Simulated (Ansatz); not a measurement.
Here is the system:

InP:
```
CELL_PARAMETERS angstrom
      3.42421     0.00000     0.00000
      0.00000     3.42421     0.00000
      0.00000     0.00000     3.42421
ATOMIC_POSITIONS crystal
  In 0.00000 0.00000 0.00000
  P  0.50000 0.50000 0.50000
```

This is the r²SCAN-relaxed structure.

### Question
All from r²SCAN (plane waves, PAW; program Ansatz), unless another level is named. Predict the Poisson's ratio.

### Answer
0.47.

### Question
Give the elastic constants (relaxed ions, GPa).

### Answer
C11 = 77.8, C12 = 66.9, C44 = 3.3.

Space group Pm-3m (CsCl type). The cell is a constructed one: a structure type filled with these elements; neither database checked (COD, Materials Project) lists it. It is not the phase usual at ambient conditions (space group No. 216). The r²SCAN relaxation kept the symmetry of its start; whether a distortion lowers the energy is not shown. As this level gives no gap, shear constants depend on the k-mesh and smearing (Fermi–Dirac, 0.1 eV here).

Potentials: the later of the program's two PAW sets.
